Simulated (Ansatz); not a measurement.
Geometry optimisation in Ansatz: input, command and trajectory.

```yaml
crystal:
  lattice:
    - [5.764317288, 0.0, 0.0]
    - [-2.882158644, 4.9920452069, 0.0]
    - [0.0, 0.0, 6.1392452485]
  atoms:
    - { symbol: K, position: [0.5, 0.0, 0.5] }
    - { symbol: K, position: [0.0, 0.5, 0.5] }
    - { symbol: K, position: [0.5, 0.5, 0.5] }
    - { symbol: C, position: [0.1073343108, 0.4107784558, 0.0] }
    - { symbol: C, position: [0.5892215442, 0.6965558551, 0.0] }
    - { symbol: C, position: [0.3034441449, 0.8926656892, 0.0] }
basis:
  ecutwfc: 420
kpoints:
  mp_grid: { grid: [3, 3, 4] }
hamiltonian:
  xc: pbe
scf:
  occupations: { method: gaussian, width: 0.1 }
  lower_state_search: "off"
output:
  forces: true
  stress: true
  eigenvalues: true
relax:
  adjacent_minimum: "off"
  f_tol: 0.04
  max_steps: 70
  cell: { stress_tol: 0.4 }
```

```bash
ansatz run input.yaml --threads 1 --pin off --max-ram 2560MiB --backend cpu --events-out ev --progress --plain --runs-dir out
```

Computed with DFT PBE, scalar-relativistic, plane waves, PAW (Ansatz).

Of 23 frames 10 are shown, positions in Å and forces in eV/Å; the SCF threshold varies from step to step. Steps run on the plane waves of an earlier cell, with a Pulay correction in the pressure. The basis is chosen afresh for the last frame, the zero of the energies, and at times for earlier ones too; energy and pressure step there, also at an unchanged geometry. Here that happened at steps 14 (-28 meV/atom, 0.9 GPa), 19 (-9 meV/atom, 0.3 GPa); the frames before carry an error of that size.

```xyz
6
Lattice="5.7643 0.0000 0.0000 -2.8822 4.9920 0.0000 0.0000 0.0000 6.1392" Properties=species:S:1:pos:R:3:forces:R:3 pbc="T T T" step=1 free_energy_over_end_meV_per_atom=2409.99 pressure_GPa=-4.04
K     2.8822    0.0000    3.0696    0.0657   -0.0354    0.0000
K    -1.4411    2.4960    3.0696   -0.0022    0.0746    0.0000
K     1.4411    2.4960    3.0696   -0.0635   -0.0392    0.0000
C    -0.5652    2.0506    0.0000    1.4485    3.1288    0.0000
C     1.3889    3.4772    0.0000   -3.4338   -0.3100    0.0000
C    -0.8237    4.4562    0.0000    1.9853   -2.8188    0.0000
6
Lattice="5.8551 0.0000 0.0000 -2.9276 5.0707 0.0000 0.0000 0.0000 5.7329" Properties=species:S:1:pos:R:3:forces:R:3 pbc="T T T" step=3 free_energy_over_end_meV_per_atom=1202.33 pressure_GPa=-4.03
K     2.9384   -0.0016    2.8665    0.1014   -0.0290    0.0000
K    -1.4678    2.5456    2.8665   -0.0256    0.1023    0.0000
K     1.4570    2.5268    2.8665   -0.0758   -0.0733    0.0000
C    -0.4088    2.4483    0.0000    2.4045    5.6630    0.0000
C     1.0117    3.4925    0.0000   -6.1066   -0.7492    0.0000
C    -0.6029    4.2006    0.0000    3.7021   -4.9139    0.0000
6
Lattice="6.3644 0.0000 0.0000 -3.1822 5.5117 0.0000 0.0000 0.0000 5.0335" Properties=species:S:1:pos:R:3:forces:R:3 pbc="T T T" step=6 free_energy_over_end_meV_per_atom=482.50 pressure_GPa=4.70
K     3.2848   -0.0110    2.5167    0.2862    0.0127    0.0000
K    -1.6329    2.8503    2.5167   -0.1541    0.2415    0.0000
K     1.5302    2.6724    2.5167   -0.1321   -0.2542    0.0000
C    -0.3508    2.9565    0.0000   -1.3777   -2.8870    0.0000
C     0.7971    3.7297    0.0000    3.1891    0.2504    0.0000
C    -0.4464    4.3372    0.0000   -1.8114    2.6366    0.0000
6
Lattice="6.8392 0.0000 0.0000 -3.4196 5.9229 0.0000 0.0000 0.0000 4.5809" Properties=species:S:1:pos:R:3:forces:R:3 pbc="T T T" step=8 free_energy_over_end_meV_per_atom=228.17 pressure_GPa=0.74
K     3.9327    0.0177    2.2905    0.4486   -0.0482    0.0000
K    -1.9817    3.3970    2.2905   -0.1825    0.4126    0.0000
K     1.4686    2.5082    2.2905   -0.2660   -0.3644    0.0000
C    -0.3024    3.1701    0.0000    0.1746    0.1845    0.0000
C     0.8254    4.0760    0.0000   -0.2471    0.0590    0.0000
C    -0.5230    4.5998    0.0000    0.0724   -0.2435    0.0000
6
Lattice="7.0219 0.0000 0.0000 -3.5109 6.0811 0.0000 0.0000 0.0000 3.8912" Properties=species:S:1:pos:R:3:forces:R:3 pbc="T T T" step=11 free_energy_over_end_meV_per_atom=68.96 pressure_GPa=-0.36
K     4.7429    0.1343    1.9456   -0.0104   -0.0173    0.0000
K    -2.4877    4.0403    1.9456    0.0201   -0.0004    0.0000
K     1.2558    1.9065    1.9456   -0.0097    0.0176    0.0000
C    -0.3841    3.3189    0.0000   -0.0148    0.0253    0.0000
C     0.8287    4.0890    0.0000   -0.0145   -0.0255    0.0000
C    -0.4446    4.7543    0.0000    0.0293    0.0002    0.0000
6
Lattice="6.9635 0.0000 0.0000 -3.4817 6.0306 0.0000 0.0000 0.0000 3.8161" Properties=species:S:1:pos:R:3:forces:R:3 pbc="T T T" step=13 free_energy_over_end_meV_per_atom=67.19 pressure_GPa=-0.04
K     4.7277    0.1512    1.9080    0.0042    0.0025    0.0000
K    -2.4948    4.0187    1.9080   -0.0042    0.0024    0.0000
K     1.2489    1.8606    1.9080    0.0000   -0.0049    0.0000
C    -0.4138    3.3013    0.0000    0.0164    0.0290    0.0000
C     0.8297    4.0215    0.0000   -0.0333   -0.0003    0.0000
C    -0.4158    4.7383    0.0000    0.0169   -0.0287    0.0000
6
Lattice="7.5319 0.0000 0.0000 -3.7660 6.5228 0.0000 0.0000 0.0000 3.8667" Properties=species:S:1:pos:R:3:forces:R:3 pbc="T T T" step=16 free_energy_over_end_meV_per_atom=14.28 pressure_GPa=0.43
K     5.0143    0.0159    1.9334   -0.0306   -0.0578    0.0000
K    -2.5210    4.3346    1.9334    0.0654    0.0024    0.0000
K     1.2726    2.1723    1.9334   -0.0348    0.0554    0.0000
C    -0.3931    3.6318    0.0000   -0.3427   -0.6040    0.0000
C     0.8173    4.3665    0.0000    0.6944    0.0052    0.0000
C    -0.4242    5.0474    0.0000   -0.3517    0.5988    0.0000
6
Lattice="7.6800 0.0000 0.0000 -3.8400 6.6511 0.0000 0.0000 0.0000 3.8588" Properties=species:S:1:pos:R:3:forces:R:3 pbc="T T T" step=18 free_energy_over_end_meV_per_atom=12.04 pressure_GPa=0.07
K     5.0949   -0.0761    1.9294    0.0142    0.0306    0.0000
K    -2.4816    4.4504    1.9294   -0.0336   -0.0030    0.0000
K     1.2266    2.2768    1.9294    0.0194   -0.0276    0.0000
C    -0.4229    3.7259    0.0000   -0.0077   -0.0221    0.0000
C     0.8247    4.4219    0.0000    0.0230    0.0044    0.0000
C    -0.4018    5.1544    0.0000   -0.0153    0.0177    0.0000
6
Lattice="7.9789 0.0000 0.0000 -3.9894 6.9099 0.0000 0.0000 0.0000 3.8932" Properties=species:S:1:pos:R:3:forces:R:3 pbc="T T T" step=21 free_energy_over_end_meV_per_atom=1.91 pressure_GPa=0.06
K     5.2315   -0.1540    1.9466    0.0059    0.0010    0.0000
K    -2.4824    4.6076    1.9466   -0.0038    0.0046    0.0000
K     1.2404    2.4563    1.9466   -0.0020   -0.0056    0.0000
C    -0.4201    3.8971    0.0000   -0.0274   -0.0641    0.0000
C     0.8245    4.5976    0.0000    0.0693    0.0083    0.0000
C    -0.4044    5.3252    0.0000   -0.0418    0.0558    0.0000
6
Lattice="7.9951 0.0000 0.0000 -3.9975 6.9239 0.0000 0.0000 0.0000 3.8902" Properties=species:S:1:pos:R:3:forces:R:3 pbc="T T T" step=23 free_energy_over_end_meV_per_atom=0.00 pressure_GPa=0.01
K     5.2411   -0.1559    1.9451   -0.0010   -0.0020    0.0000
K    -2.4856    4.6169    1.9451    0.0022    0.0002    0.0000
K     1.2419    2.4629    1.9451   -0.0012    0.0018    0.0000
C    -0.4135    3.9017    0.0000   -0.0004   -0.0017    0.0000
C     0.8253    4.6150    0.0000    0.0017    0.0005    0.0000
C    -0.4119    5.3312    0.0000   -0.0012    0.0012    0.0000
```

The start is a random arrangement. At the end the space group is P-62m (tolerance 0.05 Å).

Time: 46 s on 1 thread of Intel(R) Xeon(R) 6975P-C (Granite Rapids), on a shared host, peak memory 0.41 GiB.

The k mesh is coarse.